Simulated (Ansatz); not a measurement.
Sn:
```yaml
crystal:
  lattice:
    - [-1.86663, 1.86663, 1.86663]
    - [1.86663, -1.86663, 1.86663]
    - [1.86663, 1.86663, -1.86663]
  atoms:
    - { symbol: Sn, position: [0.00000, 0.00000, 0.00000] }
```

Relaxed with PBEsol. Special points in fractions of this cell's reciprocal vectors: Γ (0.000, 0.000, 0.000); H (0.500, -0.500, 0.500); N (0.000, 0.000, 0.500); P (0.250, 0.250, 0.250).

### Question
List the band energies nearest the Fermi level at these points for plane-wave PAW PBEsol (Ansatz code).

### Answer
In eV from the Fermi level; about four levels below and three above (degenerate sets whole), none deeper than 8.9 eV; … stands for higher levels left out; points with the same levels are listed once.

```
k                    below           above
-  -----------------------  --------------
Γ                        –  8.36 8.36 8.36
H  -2.24 -0.53 -0.53 -0.53               …
N              -6.48 -4.66     3.75 5.58 …
P  -5.10 -1.57 -1.57 -1.57               …
```

Space group Im-3m (bcc (W type)). The workflow started from a Materials Project entry (that database holds measured and hypothetical structures alike); the Crystallography Open Database copy checked does not list it. It is not the phase usual at ambient conditions (space group No. 141). Symmetry was held in the PBEsol relaxation. At this level the phase is mechanically unstable. Scalar-relativistic: spin–orbit coupling is off unless named, which matters more the heavier the elements.

Potentials: the earlier of the program's two PAW sets. The files were generated under PBE; for other functionals the program regenerates the frozen cores, and for LDA and PBEsol the local potential too.
